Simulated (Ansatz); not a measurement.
Trial structure of Ta3BeH, not yet relaxed:

```cif
data_structure
_symmetry_space_group_name_H-M 'Pm-3m'
_symmetry_Int_Tables_number 221
_cell_length_a 3.7670
_cell_length_b 3.7670
_cell_length_c 3.7670
_cell_angle_alpha 90.000
_cell_angle_beta 90.000
_cell_angle_gamma 90.000
_cell_volume 53.45
loop_
_atom_site_label
_atom_site_type_symbol
_atom_site_symmetry_multiplicity
_atom_site_Wyckoff_symbol
_atom_site_fract_x
_atom_site_fract_y
_atom_site_fract_z
_atom_site_occupancy
Ta1 Ta 3 c 0.50000 0.50000 0.00000 1
Be1 Be 1 b 0.50000 0.50000 0.50000 1
H1 H 1 a 0.00000 0.00000 0.00000 1
```

Theory: DFT PBE, scalar-relativistic, plane waves, PAW in Ansatz. Plane waves to 420 eV, a k mesh through Γ of 4×4×4 on the computed 5-atom cell and Gaussian smearing (0.10 eV); no spin polarisation.

Energies over the elements count from the elements' standard structures at the same level (H₂ as a molecule), with no fitted energy shifts.

Question: How far from equilibrium is it?

Answer: The pressure is 119.8 GPa (it wants to expand), the largest force is 0.00 eV/Å (symmetry fixes the atoms), and the energy is +3.08 eV/atom against the elements. The shortest distance is 1.88 Å.

Question: Is it a good guess?

Answer: A poor one: relaxing gains about 1.6 eV/atom (the start's value is from the coarse mesh, so the gain is rough) in 11 ionic steps and ends at +1.45 eV/atom on the finer mesh. The symmetry stays Pm-3m (No. 221). The end has the antiperovskite type. The volume per atom grows by 56.4 %, from 10.7 to 16.7 Å³. The shortest distance goes from 1.88 Å (Ta–Be) to 2.19 Å (Ta–Be). Conventional cell: a = 4.372 Å. Ta is surrounded by 2 Be at 2.19 Å, 4 H at 3.09 Å and 8 Ta at 3.09 Å; Be has 6 Ta at 2.19 Å; around H lie 12 Ta at 3.09 Å.

The last run used an 8×8×8 mesh for its 5-atom cell and Gaussian smearing of 0.10 eV. These runs have no spin–orbit coupling, which can matter for Ta. With hydrogen, zero-point motion can shift formation energies by some tens of meV/atom. The relaxation can't lower the symmetry of the start, and the grade says only how near the guess is to its own end. Symmetry constrained the relaxation, so the result can be a saddle point.
